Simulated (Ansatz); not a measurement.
Input and output for BiRh (rocksalt type): DFT, PBEsol, PAW with Ansatz's default frozen-core files, scalar-relativistic (Ansatz 0.2.0). This run: cell relaxed at zero pressure.

The start is a guessed cell of a prototype that needn't be stable.

Command: `ansatz run input.yaml --threads 1 --pin off --max-ram 2048MiB --backend cpu --events-out ev --progress --plain --runs-dir out` It took 24 s on 1 thread of Arm Neoverse V1, on a shared host, peak memory 0.38 GiB.

```yaml
crystal:
  lattice:
    - [0.0, 2.8228695979, 2.8228695979]
    - [2.8228695979, 0.0, 2.8228695979]
    - [2.8228695979, 2.8228695979, 0.0]
  atoms:
    - { symbol: Rh, position: [0.0, 0.0, 0.0] }
    - { symbol: Bi, position: [0.5, 0.5, 0.5] }
kpoints:
  mp_grid: { grid: [12, 12, 12] }
scf:
  occupations: { method: fermi_dirac, width: 0.08 }
hamiltonian:
  xc: pbesol
  pseudopotentials: { kind: paw }
output:
  forces: true
  stress: true
  write_density: true
  write_potential: true
  elf: true
  volumetric_format: npy
relax:
  f_tol: 0.005
  max_steps: 40
  cell: {}
```

Output:

```
Engine: ansatz 0.2.0
Pseudopotentials: kind: paw
Pseudopotential: Rh, paw, valence charge 17, recommended cutoff 420 eV (normal), Rh.paw.azcp
Pseudopotential: Bi, paw, valence charge 15, recommended cutoff 420 eV (normal), Bi.paw.azcp
Functional definition: PBEsol
  exchange = pbesol_x
  correlation = pbesol_c
Crystal: 2 atoms, lattice volume = 44.989 Å³
Basis set: ecut = 420 eV, 893 PW (Γ), exchange–correlation on 54×54×54 points (8 copies of the dense FFT grid, shifted against one another)
Bands: 20, of which v1, the nominal top of the filled ones, is band 16 counted from 1 (15 counted from 0)
Symmetry: 48 space group operations
Space group: Fm-3m (ITA 225), of the structure as read, at distance tolerance 3.6e-5 Å
k-points: 72 of 1728
Non-local potential: Rh, projectors of the file, l = 0: 3, l = 1: 2, l = 2: 2, l = 3: 1
Non-local potential: Bi, projectors of the file, l = 0: 2, l = 1: 2, l = 2: 2, l = 3: 2
PAW form: soft (Blöchl's): semilocal exchange-correlation on the pseudo side does not see the compensation charge
PAW frozen core: Rh, regenerated for the run's functional, and the local potential with it (the file was generated under x = pbe(κ = 0.804, μ = 0.2195149727645171), c = pbe(β = 0.06672455060314922))
PAW frozen core: Bi, regenerated for the run's functional, and the local potential with it (the file was generated under x = pbe(κ = 0.804, μ = 0.2195149727645171), c = pbe(β = 0.06672455060314922))
PAW one-centre angular grid: Rh, 590 points (default); XC on 64 Gauss nodes
PAW one-centre angular grid: Bi, 590 points (default); XC on 64 Gauss nodes
Initial density: superposition of atomic densities (neutral atoms: chi_scale 0, normalization atom), corrected by the library's trained network
Initial wavefunctions: pseudopotential atomic-orbital guess
Functional: x = pbesol(κ = 0.804, μ = 0.12345679012345678), c = pbesol(β = 0.046)
SCF iter   1: F=—  HF=-18580.354027 eV  |F-HF|=—  |Δ(HF+E_count)|=         —  Δρ=8.29e-3  dr2=3.75e-2  ethr=1.77e-3  ⟨swp⟩=5.6  Hψ=5973  notcnv=0
preconditioner: auto → Kerker (q_TF=auto, 2.578 Å⁻¹)  [metal: Δε(μ)=0.092 eV  Ē_g=15.628 eV  σ=0.080 eV  W_gap=0.28  n_scr=14 (ndim 8)  ℏωp=27.1 eV  f_vac=0.000  D(μ)=1.60/eV (n_scr^D=14)]
SCF iter   2: F=—  HF=-18580.350246 eV  |F-HF|=—  |Δ(HF+E_count)|=   3.78e-3  Δρ=3.65e-3  dr2=8.53e-3  ethr=1.17e-4  ⟨swp⟩=1.0  Hψ=2017  notcnv=0
SCF iter   3: F=—  HF=-18580.348995 eV  |F-HF|=—  |Δ(HF+E_count)|=   1.25e-3  Δρ=5.98e-4  dr2=2.02e-4  ethr=2.66e-5  ⟨swp⟩=2.0  Hψ=1640  notcnv=0
SCF iter   4: F=—  HF=-18580.348983 eV  |F-HF|=—  |Δ(HF+E_count)|=   1.20e-5  Δρ=1.03e-4  dr2=6.22e-6  ethr=6.30e-7  ⟨swp⟩=2.3  Hψ=2132  notcnv=0
SCF iter   5: F=—  HF=-18580.348987 eV  |F-HF|=—  |Δ(HF+E_count)|=   4.17e-6  Δρ=2.66e-5  dr2=2.70e-7  ethr=1.94e-8  ⟨swp⟩=2.4  Hψ=2353  notcnv=0
SCF iter   6: F=-18580.348987 eV  HF=-18580.348987 eV  |F-HF|=3.10e-9  |Δ(HF+E_count)|=   6.68e-9  Δρ=5.41e-6  dr2=1.08e-8  ethr=3.13e-10  ⟨swp⟩=9.3  Hψ=9496  notcnv=0
SCF 1 converged in 6 iterations: F = -18580.348987 eV  dr2 = 1.08e-8
  greatest PAW one-centre occupation: 1.000 electrons in one spin orbital (limit 2), on the Rh atom at site 0 (counted from 0), in its partial waves of l = 0
relax step   1: F+E_penalty+E_count = -18580.34898749 eV  Δ(F+E_penalty+E_count) = +0.000e0 eV  max|allowed force component| = 4.906e-29 eV/Å  Δτ_max = 0.0000 Å  P = -7.394 GPa  Ω = 44.989 Å³  (6 SCF iters, dr2 threshold 1.00e-7 eV, accepted)
Crystal: 2 atoms, lattice volume = 38.725 Å³
Basis set: ecut = 420 eV, 749 PW (Γ), exchange–correlation on 54×54×54 points (8 copies of the dense FFT grid, shifted against one another)
Initial density: handed on by an earlier stage of this run
Initial wavefunctions: those handed on with the density
iter 1 solved again at ethr=8.59e-5 eV; its pass at ethr=3.10e-3 eV (dr2=2.75e-2 eV) is discarded
SCF iter   1: F=—  HF=-18580.334735 eV  |F-HF|=—  |Δ(HF+E_count)|=         —  Δρ=9.13e-3  dr2=2.80e-2  ethr=8.59e-5  ⟨swp⟩=2.1  Hψ=8337  notcnv=0
preconditioner: auto → Kerker (q_TF=auto, 2.643 Å⁻¹)  [metal: Δε(μ)=0.078 eV  Ē_g=16.538 eV  σ=0.080 eV  W_gap=0.23  n_scr=14 (ndim 8)  ℏωp=29.2 eV  f_vac=0.000  D(μ)=1.32/eV (n_scr^D=14)]
SCF iter   2: F=—  HF=-18580.331506 eV  |F-HF|=—  |Δ(HF+E_count)|=   3.23e-3  Δρ=4.31e-3  dr2=5.54e-3  ethr=8.59e-5  ⟨swp⟩=1.0  Hψ=1447  notcnv=0
SCF iter   3: F=—  HF=-18580.331138 eV  |F-HF|=—  |Δ(HF+E_count)|=   3.68e-4  Δρ=7.94e-4  dr2=1.19e-4  ethr=1.73e-5  ⟨swp⟩=1.9  Hψ=1650  notcnv=0
SCF iter   4: F=—  HF=-18580.331189 eV  |F-HF|=—  |Δ(HF+E_count)|=   5.15e-5  Δρ=1.37e-4  dr2=6.25e-6  ethr=3.72e-7  ⟨swp⟩=2.4  Hψ=2336  notcnv=0
SCF iter   5: F=—  HF=-18580.331192 eV  |F-HF|=—  |Δ(HF+E_count)|=   2.23e-6  Δρ=3.14e-5  dr2=4.33e-7  ethr=1.95e-8  ⟨swp⟩=2.0  Hψ=2199  notcnv=0
SCF iter   6: F=-18580.331192 eV  HF=-18580.331192 eV  |F-HF|=2.98e-8  |Δ(HF+E_count)|=   5.87e-8  Δρ=1.08e-5  dr2=5.32e-8  ethr=6.25e-10  ⟨swp⟩=8.9  Hψ=9410  notcnv=0
SCF 2 converged in 6 iterations: F = -18580.331192 eV  dr2 = 5.32e-8
relax step   2: F+E_penalty+E_count = -18580.33119173 eV  Δ(F+E_penalty+E_count) = +1.780e-2 eV  max|allowed force component| = 2.104e-29 eV/Å  Δτ_max = 0.0000 Å  P = +11.229 GPa  Ω = 38.725 Å³  energy of the carried Pulay correction = +2.013e-3 eV  (6 SCF iters, dr2 threshold 2.00e-7 eV, rejected (line search))
Crystal: 2 atoms, lattice volume = 42.274 Å³
Basis set: ecut = 420 eV, 869 PW (Γ), exchange–correlation on 54×54×54 points (8 copies of the dense FFT grid, shifted against one another)
iter 1 solved again at ethr=3.48e-5 eV; its pass at ethr=3.10e-3 eV (dr2=1.11e-2 eV) is discarded
SCF iter   1: F=—  HF=-18580.428555 eV  |F-HF|=—  |Δ(HF+E_count)|=         —  Δρ=5.36e-3  dr2=1.12e-2  ethr=3.48e-5  ⟨swp⟩=2.0  Hψ=8437  notcnv=0
preconditioner: auto → Kerker (q_TF=auto, 2.605 Å⁻¹)  [metal: Δε(μ)=0.076 eV  Ē_g=16.015 eV  σ=0.080 eV  W_gap=0.23  n_scr=14 (ndim 8)  ℏωp=28.0 eV  f_vac=0.000  D(μ)=1.47/eV (n_scr^D=14)]
SCF iter   2: F=—  HF=-18580.427422 eV  |F-HF|=—  |Δ(HF+E_count)|=   1.13e-3  Δρ=2.58e-3  dr2=2.32e-3  ethr=3.48e-5  ⟨swp⟩=1.0  Hψ=1440  notcnv=0
SCF iter   3: F=—  HF=-18580.427337 eV  |F-HF|=—  |Δ(HF+E_count)|=   8.50e-5  Δρ=4.70e-4  dr2=4.81e-5  ethr=7.25e-6  ⟨swp⟩=2.0  Hψ=1675  notcnv=0
[... lines left out ...]
SCF iter   3: F=—  HF=-18580.428480 eV  |F-HF|=—  |Δ(HF+E_count)|=   1.57e-7  Δρ=8.18e-6  dr2=5.86e-9  ethr=1.07e-9  ⟨swp⟩=2.6  Hψ=2398  notcnv=0
SCF iter   4: F=—  HF=-18580.428480 eV  |F-HF|=—  |Δ(HF+E_count)|=   3.74e-9  Δρ=6.41e-7  dr2=6.76e-11  ethr=1.83e-11  ⟨swp⟩=2.0  Hψ=1956  notcnv=0
iter 5 did not close the SCF: its close was put off for the readings that it lacked (scf_convergence_deferred on its scf_iter line)
SCF iter   5: F=-18580.428480 eV  HF=-18580.428480 eV  |F-HF|=1.09e-11  |Δ(HF+E_count)|=  3.64e-12  Δρ=9.31e-8  dr2=3.22e-12  ethr=1.00e-12  ⟨swp⟩=1.2  Hψ=1452  notcnv=0
SCF iter   6: F=-18580.428480 eV  HF=-18580.428480 eV  |F-HF|=0.00e0  |Δ(HF+E_count)|=  3.64e-12  Δρ=2.86e-8  dr2=2.80e-13  ethr=1.00e-12  ⟨swp⟩=4.9  Hψ=6602  notcnv=0
SCF 6 converged in 6 iterations: F = -18580.428480 eV  dr2 = 2.80e-13
relax step   6: F+E_penalty+E_count = -18580.42847957 eV  Δ(F+E_penalty+E_count) = +1.109e-3 eV  max|allowed force component| = 2.559e-28 eV/Å  Δτ_max = 0.0000 Å  P = +0.017 GPa  Ω = 41.788 Å³  stress off target by 1.73e-2 GPa  SCF on the basis re-selected at this cell (its energy is not comparable with the rows above)  (6 SCF iters)
basis re-selected at this cell: Δ(F+E_penalty+E_count) = +1.109e-3 eV, ΔP = +0.012 GPa vs the last step (what re-selecting the basis moved, of the pressure what is left beyond the Pulay correction that the steps carried, after the strain that the cell walked since its last selection, with what the two solves' SCF thresholds leave and, on support functions, any second-order correction that the steps lacked; it is no measure of the basis error at this ecutwfc). This SCF's stress stands 1.73e-2 GPa from its target on what of the cell is left free (relax.cell.stress_tol is 5.00e-2 GPa) and its largest allowed force component is 2.56e-28 eV/Å (relax.f_tol is 5.00e-3 eV/Å): within both
SCF converged after 6 iterations
Free energy (F): -18580.428480 eV
Harris-Foulkes:  -18580.428480 eV  (|F-HF|=0.00e0)
Internal energy: -18580.397683 eV  (E = F + TS)
E sigma→0 (E₀):  -18580.413081 eV
Entropy (-TS):   -0.030796 eV (-15.398 meV/atom)
Fermi energy:    15.775253 eV
--- Per-component energies (eV) ---
  E_band       = -202.468606
  E_kinetic    = 881.415521
  E_local      = -3322.411286  (includes V_loc(G=0)·N_el)
  E_nonlocal   = 924.361491
  E_hartree    = 1150.699978
  E_xc         = -370.224331
  E_vxc        = -421.519398  (∫ρ·V_xc dr)
  E_paw        = -14038.053018  (= ΣΔE_a)
  E_vpaw       = -565.715305  (= ΣTr[D̂ρ^β])
  E_aug_tail   = 0.000396  (compensation charges beyond the density's cutoff)
  E_ewald      = -3806.552387
  E_core_change = 0.365952  (= ΣΔE_core)
  E_smearing   = -0.030796  (= −TS)
  E_closure    = 0.000000  (closes the sum)
  Σ components = -18580.428480   (vs F -18580.428480, Δ=0.00e0)
--- Forces (eV/Å), atoms counted from 1 ---
  atom   1  Rh    -0.00000000    -0.00000000     0.00000000
  atom   2  Bi     0.00000000    -0.00000000     0.00000000
  max |Σ_I F_I| component: 4.98e-28 eV/Å
--- Stress (GPa, compression-positive) ---
        0.017340       0.000000       0.000000
        0.000000       0.017340       0.000000
        0.000000       0.000000       0.017340
  P = ⅓ Tr σ = 0.0173 GPa (0.173 kbar)
--- Band table (eV; the first three rows and the last of 72) ---
  k-point 0: bands = ["-61.8783", "-29.8647", "-29.8647", "-29.8647", "-6.9622", "-6.9622", "-6.9018", "-6.9018", "-6.9018", "2.8294", "13.7267", "13.7267", "13.7267", "13.9397", "13.9397", "17.9672", "17.9672", "17.9672", "21.1023", "23.3797"]
  k-point 1: bands = ["-61.8783", "-29.8655", "-29.8649", "-29.8649", "-6.9593", "-6.9593", "-6.9006", "-6.8990", "-6.8990", "2.9244", "13.6070", "13.6810", "13.6810", "13.8369", "13.8369", "17.1822", "18.2114", "18.2114", "21.8898", "23.3930"]
  k-point 2: bands = ["-61.8782", "-29.8679", "-29.8655", "-29.8655", "-6.9520", "-6.9520", "-6.8976", "-6.8907", "-6.8907", "3.2026", "13.1534", "13.2995", "13.2995", "13.8917", "13.8917", "16.0209", "18.8079", "18.8079", "22.3984", "23.9794"]
  k-point 71: bands = ["-61.8777", "-29.8723", "-29.8723", "-29.8709", "-6.9626", "-6.9170", "-6.8778", "-6.8778", "-6.8269", "5.0500", "11.9797", "11.9797", "12.0354", "14.6584", "15.0293", "15.0293", "15.4753", "15.5942", "24.0225", "24.0995"]
--- Relaxed structure (5 steps of the walk, 4 accepted, 1 SCFs on fresh bases) ---
  F+E_penalty+E_count = -18580.42847957 eV   max|allowed force component| = 2.559e-28 eV/Å   (the final SCF, on the basis selected at the relaxed cell)
  cell:  # Å, volume = 41.7884 Å³
    - [1.1241664542056538e-33, 2.7542823972146997, 2.7542823972146997]
    - [2.7542823972146997, 6.1462925201996636e-34, 2.7542823972146997]
    - [2.7542823972146997, 2.7542823972146997, 2.038148813158237e-34]
  atoms:
    - { symbol: Rh, position: [1.1650749990883407e-46, -1.145684014360102e-46, -1.336362030854449e-46] }
    - { symbol: Bi, position: [0.49999999999999994, 0.49999999999999994, 0.49999999999999994] }
```

Next run (the series' base cell), as changes to the input before:

```diff
   lattice:
-    - [0.0, 2.8228695979, 2.8228695979]
-    - [2.8228695979, 0.0, 2.8228695979]
-    - [2.8228695979, 2.8228695979, 0.0]
+    - [0.0, 2.7542823972, 2.7542823972]
+    - [2.7542823972, 0.0, 2.7542823972]
+    - [2.7542823972, 2.7542823972, 0.0]
   atoms:
   mp_grid: { grid: [12, 12, 12] }
+  band_path:
+    path:
+      - [0.0, 0.0, 0.0]
+      - [0.5, 0.0, 0.5]
+      - [0.625, 0.25, 0.625]
+      - [0.375, 0.375, 0.75]
+      - [0.0, 0.0, 0.0]
+      - [0.5, 0.5, 0.5]
+      - [0.5, 0.25, 0.75]
+      - [0.5, 0.0, 0.5]
+    npoints: 8
 scf:
   stress: true
+  eigenvalues: true
+  populations: true
+  dos: { projected: true, de: 0.2, e_range: [-14, 8] }
   write_density: true
   volumetric_format: npy
-relax:
-  f_tol: 0.005
-  max_steps: 40
-  cell: {}
```

Command: `ansatz run input.yaml --threads 1 --pin off --max-ram 2048MiB --backend cpu --events-out ev --progress --plain --runs-dir out` It took 5.9 s on 1 thread of Arm Neoverse V1 (shared host), peak memory 0.35 GiB.

Results part of the output:

```
SCF 1 converged in 6 iterations: F = -18580.428480 eV  dr2 = 1.09e-8
  greatest PAW one-centre occupation: 1.000 electrons in one spin orbital (limit 2), on the Rh atom at site 0 (counted from 0), in its partial waves of l = 0
NSCF: frozen V_eff on 57 k-points
SCF converged after 6 iterations
Free energy (F): -18580.428480 eV
Harris-Foulkes:  -18580.428480 eV  (|F-HF|=1.32e-9)
Internal energy: -18580.397683 eV  (E = F + TS)
E sigma→0 (E₀):  -18580.413081 eV
Entropy (-TS):   -0.030796 eV (-15.398 meV/atom)
Fermi energy:    15.775235 eV
--- Per-component energies (eV) ---
  E_band       = -202.470507
  E_kinetic    = 881.415565
  E_local      = -3322.413006  (includes V_loc(G=0)·N_el)
  E_nonlocal   = 924.362463
  E_hartree    = 1150.700953
  E_xc         = -370.224333
  E_vxc        = -421.519388  (∫ρ·V_xc dr)
  E_paw        = -14038.053287  (= ΣΔE_a)
  E_vpaw       = -565.715327  (= ΣTr[D̂ρ^β])
  E_aug_tail   = 0.000396  (compensation charges beyond the density's cutoff)
  E_ewald      = -3806.552387
  E_core_change = 0.365952  (= ΣΔE_core)
  E_smearing   = -0.030796  (= −TS)
  E_closure    = -0.000000  (closes the sum)
  Σ components = -18580.428480   (vs F -18580.428480, Δ=0.00e0)
--- Forces (eV/Å), atoms counted from 1 ---
  atom   1  Rh    -0.00000000    -0.00000000    -0.00000000
  atom   2  Bi     0.00000000    -0.00000000     0.00000000
  max |Σ_I F_I| component: 1.59e-28 eV/Å
--- Stress (GPa, compression-positive) ---
        0.017288       0.000000       0.000000
        0.000000       0.017288      -0.000000
       -0.000000      -0.000000       0.017288
  P = ⅓ Tr σ = 0.0173 GPa (0.173 kbar)
--- Band table (eV; the first three rows and the last of 72) ---
  k-point 0: bands = ["-61.8784", "-29.8647", "-29.8647", "-29.8647", "-6.9623", "-6.9623", "-6.9020", "-6.9020", "-6.9020", "2.8293", "13.7267", "13.7267", "13.7267", "13.9397", "13.9397", "17.9672", "17.9672", "17.9672", "21.1023", "23.3797"]
  k-point 1: bands = ["-61.8783", "-29.8656", "-29.8649", "-29.8649", "-6.9594", "-6.9594", "-6.9008", "-6.8991", "-6.8991", "2.9244", "13.6069", "13.6810", "13.6810", "13.8369", "13.8369", "17.1822", "18.2114", "18.2114", "21.8897", "23.3931"]
  k-point 2: bands = ["-61.8782", "-29.8679", "-29.8656", "-29.8656", "-6.9521", "-6.9521", "-6.8977", "-6.8909", "-6.8909", "3.2026", "13.1534", "13.2995", "13.2995", "13.8917", "13.8917", "16.0209", "18.8078", "18.8078", "22.3984", "23.9794"]
  k-point 71: bands = ["-61.8777", "-29.8723", "-29.8723", "-29.8709", "-6.9627", "-6.9171", "-6.8779", "-6.8779", "-6.8270", "5.0499", "11.9797", "11.9797", "12.0354", "14.6584", "15.0293", "15.0293", "15.4753", "15.5942", "24.0225", "24.0995"]
--- Löwdin populations: 2 sites ---
  site symbol       q [e]
     0     Rh     17.0697
     1     Bi     14.8247
  spilling = 0.003299 (of n_electrons = 32.000000)
```

Next run (volume at 0.95 of the series' base cell), as changes to the input before:

```diff
   lattice:
-    - [0.0, 2.7542823972, 2.7542823972]
-    - [2.7542823972, 0.0, 2.7542823972]
-    - [2.7542823972, 2.7542823972, 0.0]
+    - [0.0, 2.7075906245, 2.7075906245]
+    - [2.7075906245, 0.0, 2.7075906245]
+    - [2.7075906245, 2.7075906245, 0.0]
   atoms:
   mp_grid: { grid: [12, 12, 12] }
-  band_path:
-    path:
-      - [0.0, 0.0, 0.0]
-      - [0.5, 0.0, 0.5]
-      - [0.625, 0.25, 0.625]
-      - [0.375, 0.375, 0.75]
-      - [0.0, 0.0, 0.0]
-      - [0.5, 0.5, 0.5]
-      - [0.5, 0.25, 0.75]
-      - [0.5, 0.0, 0.5]
-    npoints: 8
 scf:
   populations: true
-  dos: { projected: true, de: 0.2, e_range: [-14, 8] }
-  write_density: true
-  write_potential: true
-  elf: true
-  volumetric_format: npy
```

Command: `ansatz run input.yaml --threads 1 --pin off --max-ram 2048MiB --backend cpu --events-out ev --progress --plain --runs-dir out` It took 4.3 s on 1 thread of Arm Neoverse V1, with other jobs on the host, peak memory 0.34 GiB.

Results part of the output:

```
SCF 1 converged in 6 iterations: F = -18580.384309 eV  dr2 = 1.17e-8
  greatest PAW one-centre occupation: 1.000 electrons in one spin orbital (limit 2), on the Rh atom at site 0 (counted from 0), in its partial waves of l = 0
SCF converged after 6 iterations
Free energy (F): -18580.384309 eV
Harris-Foulkes:  -18580.384309 eV  (|F-HF|=3.66e-9)
Internal energy: -18580.355379 eV  (E = F + TS)
E sigma→0 (E₀):  -18580.369844 eV
Entropy (-TS):   -0.028930 eV (-14.465 meV/atom)
Fermi energy:    16.925128 eV
--- Per-component energies (eV) ---
  E_band       = -171.181005
  E_kinetic    = 884.043127
  E_local      = -3224.201686  (includes V_loc(G=0)·N_el)
  E_nonlocal   = 924.541294
  E_hartree    = 1116.659775
  E_xc         = -371.310126
  E_vxc        = -422.983563  (∫ρ·V_xc dr)
  E_paw        = -14038.258593  (= ΣΔE_a)
  E_vpaw       = -565.896320  (= ΣTr[D̂ρ^β])
  E_aug_tail   = 0.000379  (compensation charges beyond the density's cutoff)
  E_ewald      = -3872.195500
  E_core_change = 0.365952  (= ΣΔE_core)
  E_smearing   = -0.028930  (= −TS)
  E_closure    = -0.000000  (closes the sum)
  Σ components = -18580.384309   (vs F -18580.384309, Δ=0.00e0)
--- Forces (eV/Å), atoms counted from 1 ---
  atom   1  Rh    -0.00000000     0.00000000     0.00000000
  atom   2  Bi     0.00000000     0.00000000    -0.00000000
  max |Σ_I F_I| component: 1.33e-28 eV/Å
--- Stress (GPa, compression-positive) ---
        7.116896      -0.000000      -0.000000
        0.000000       7.116896       0.000000
        0.000000      -0.000000       7.116896
  P = ⅓ Tr σ = 7.1169 GPa (71.169 kbar)
--- Band table (eV; the first three rows and the last of 72) ---
  k-point 0: bands = ["-60.8730", "-28.8709", "-28.8709", "-28.8709", "-5.9411", "-5.9411", "-5.8682", "-5.8682", "-5.8682", "3.5672", "14.6483", "14.6483", "14.6483", "14.9197", "14.9197", "19.2168", "19.2168", "19.2168", "22.8107", "24.3486"]
  k-point 1: bands = ["-60.8730", "-28.8721", "-28.8712", "-28.8712", "-5.9374", "-5.9374", "-5.8669", "-5.8648", "-5.8648", "3.6696", "14.5209", "14.6112", "14.6112", "14.7969", "14.7969", "18.4365", "19.4776", "19.4776", "23.5714", "24.4011"]
  k-point 2: bands = ["-60.8728", "-28.8752", "-28.8721", "-28.8721", "-5.9278", "-5.9278", "-5.8631", "-5.8547", "-5.8547", "3.9700", "14.0537", "14.2241", "14.2241", "14.8321", "14.8321", "17.2274", "20.1142", "20.1142", "23.7665", "25.2749"]
  k-point 71: bands = ["-60.8722", "-28.8808", "-28.8808", "-28.8791", "-5.9395", "-5.8833", "-5.8390", "-5.8390", "-5.7765", "5.9832", "12.8185", "12.8185", "12.9042", "15.6525", "16.0575", "16.0575", "16.6313", "16.7072", "25.4353", "25.6791"]
--- Löwdin populations: 2 sites ---
  site symbol       q [e]
     0     Rh     17.0760
     1     Bi     14.8142
  spilling = 0.003430 (of n_electrons = 32.000000)
```

Spin–orbit coupling is left out, which matters for the heavy atoms. The PAW files were made under PBE.
